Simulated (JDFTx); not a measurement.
An input for JDFTx (a modified build) (Ag(111), linear PCM (GLSSA13), water, 1 M NaCl; bohr, hartree) and the course of its log:

```
lattice \
  5.4844024463 2.7422012137 0.0000000000 \
  0.0000000000 4.7496318402 0.0000000000 \
  0.0000000000 0.0000000000 43.6526734789
coords-type Lattice
ion Ag 0.0000000000 0.0000000000 -0.1538735940 0
ion Ag 0.3333333333 0.3333333333 -0.0512911980 0
ion Ag 0.6666666667 0.6666666667 0.0512911980 0
ion Ag 0.0000000000 0.0000000000 0.1538735940 0
ion-species pseudo/ag_pbe_v1.4.upf
elec-cutoff 20 100
elec-ex-corr gga-PBE
coulomb-interaction Slab 001
coulomb-truncation-embed 0 0 0
kpoint-folding 8 8 1
elec-smearing Fermi 0.01
elec-n-bands 50
target-mu -0.174192
electronic-scf nIterations 100 energyDiffThreshold 1e-10
fluid LinearPCM
pcm-variant GLSSA13
fluid-solvent H2O
fluid-cation Na+ 1
fluid-anion Cl- 1
fluid-minimize nIterations 400 knormThreshold 1e-11
wavefunction read f0.wfns
elec-initial-eigenvals f0.eigenvals
elec-initial-fillings read f0.fillings
fluid-initial-state f0.fluidState
dump-name f0_u0.$VAR
dump End State Ecomponents EigStats BandEigs Forces ElecDensity IonicPositions Fillings Kpoints Dtot FluidDebug BoundCharge FluidDensity
```

```
[one cycle in 5 is shown, and the last three; fluid-solver lines are left out]
	FillingsUpdate:  mu: -0.174192000  nElectrons: 75.337319
SCF: Cycle:  0   G: -576.949582165066886   dG: +1.996e-01   |Residual|: 3.447e-02   |deigs|: 5.089e-08
	FillingsUpdate:  mu: -0.174192000  nElectrons: 75.899145
SCF: Cycle:  5   G: -577.148998637369573   dG: -9.507e-04   |Residual|: 3.071e-03   |deigs|: 1.134e-03
	FillingsUpdate:  mu: -0.174192000  nElectrons: 75.895441
SCF: Cycle: 10   G: -577.149293988839645   dG: +5.066e-04   |Residual|: 1.872e-03   |deigs|: 2.307e-03
	FillingsUpdate:  mu: -0.174192000  nElectrons: 75.925905
SCF: Cycle: 15   G: -577.149856820182777   dG: -8.281e-08   |Residual|: 1.916e-04   |deigs|: 5.891e-04
	FillingsUpdate:  mu: -0.174192000  nElectrons: 75.922874
SCF: Cycle: 20   G: -577.149861601411089   dG: +6.775e-10   |Residual|: 5.029e-06   |deigs|: 9.587e-05
	FillingsUpdate:  mu: -0.174192000  nElectrons: 75.923194
SCF: Cycle: 25   G: -577.149861559284432   dG: +3.652e-08   |Residual|: 1.833e-05   |deigs|: 2.195e-05
	FillingsUpdate:  mu: -0.174192000  nElectrons: 75.923645
SCF: Cycle: 30   G: -577.149861211311872   dG: +3.870e-07   |Residual|: 4.689e-05   |deigs|: 3.251e-05
	FillingsUpdate:  mu: -0.174192000  nElectrons: 75.922876
SCF: Cycle: 35   G: -577.149861600167696   dG: -1.135e-07   |Residual|: 1.716e-05   |deigs|: 1.394e-05
	FillingsUpdate:  mu: -0.174192000  nElectrons: 75.921966
SCF: Cycle: 40   G: -577.149861097494068   dG: +5.005e-07   |Residual|: 4.991e-05   |deigs|: 2.608e-05
	FillingsUpdate:  mu: -0.174192000  nElectrons: 75.922987
SCF: Cycle: 45   G: -577.149861592625712   dG: -5.237e-07   |Residual|: 1.250e-05   |deigs|: 2.760e-05
	FillingsUpdate:  mu: -0.174192000  nElectrons: 75.922761
SCF: Cycle: 50   G: -577.149861597029485   dG: -5.133e-09   |Residual|: 1.570e-05   |deigs|: 8.253e-06
	FillingsUpdate:  mu: -0.174192000  nElectrons: 75.922943
SCF: Cycle: 55   G: -577.149861598625421   dG: -7.791e-09   |Residual|: 6.077e-06   |deigs|: 2.695e-06
	FillingsUpdate:  mu: -0.174192000  nElectrons: 75.922495
SCF: Cycle: 60   G: -577.149861508669574   dG: +9.249e-08   |Residual|: 2.475e-05   |deigs|: 1.281e-05
	FillingsUpdate:  mu: -0.174192000  nElectrons: 75.922994
SCF: Cycle: 65   G: -577.149861592386173   dG: -3.136e-07   |Residual|: 1.082e-05   |deigs|: 2.334e-05
	FillingsUpdate:  mu: -0.174192000  nElectrons: 75.922973
SCF: Cycle: 70   G: -577.149861595791208   dG: -3.561e-08   |Residual|: 8.313e-06   |deigs|: 9.979e-06
	FillingsUpdate:  mu: -0.174192000  nElectrons: 75.922963
SCF: Cycle: 75   G: -577.149861596825872   dG: -2.360e-08   |Residual|: 6.515e-06   |deigs|: 5.019e-06
	FillingsUpdate:  mu: -0.174192000  nElectrons: 75.922983
SCF: Cycle: 80   G: -577.149861591972581   dG: -1.018e-08   |Residual|: 8.268e-06   |deigs|: 3.121e-06
	FillingsUpdate:  mu: -0.174192000  nElectrons: 75.922424
SCF: Cycle: 85   G: -577.149861467002779   dG: +1.325e-07   |Residual|: 2.621e-05   |deigs|: 1.354e-05
	FillingsUpdate:  mu: -0.174192000  nElectrons: 75.922987
SCF: Cycle: 90   G: -577.149861593070455   dG: -4.856e-09   |Residual|: 7.786e-06   |deigs|: 1.650e-06
	FillingsUpdate:  mu: -0.174192000  nElectrons: 75.923226
SCF: Cycle: 95   G: -577.149861537520565   dG: +5.765e-08   |Residual|: 1.929e-05   |deigs|: 1.219e-05
	FillingsUpdate:  mu: -0.174192000  nElectrons: 75.922404
SCF: Cycle: 97   G: -577.149861460315265   dG: +1.378e-07   |Residual|: 2.871e-05   |deigs|: 1.429e-05
	FillingsUpdate:  mu: -0.174192000  nElectrons: 75.923001
SCF: Cycle: 98   G: -577.149861590393812   dG: -1.301e-07   |Residual|: 1.054e-05   |deigs|: 1.661e-05
	FillingsUpdate:  mu: -0.174192000  nElectrons: 75.922961
SCF: Cycle: 99   G: -577.149861595528023   dG: -5.134e-09   |Residual|: 7.065e-06   |deigs|: 2.358e-06
SCF: None of the convergence criteria satisfied after 100 iterations.
IonicMinimize: Iter:   0  G: -577.149861595528023  |grad|_K:  0.000e+00
IonicMinimize: Converged (|grad|_K<1.000000e-04).
```

This run gave no converged result. The loop ran out of cycles short of its threshold. It has stalled and not diverged: the last ten energies span 1e-07 Ha, so the total is near its end, but levels, forces and the electron count aren't shown converged.
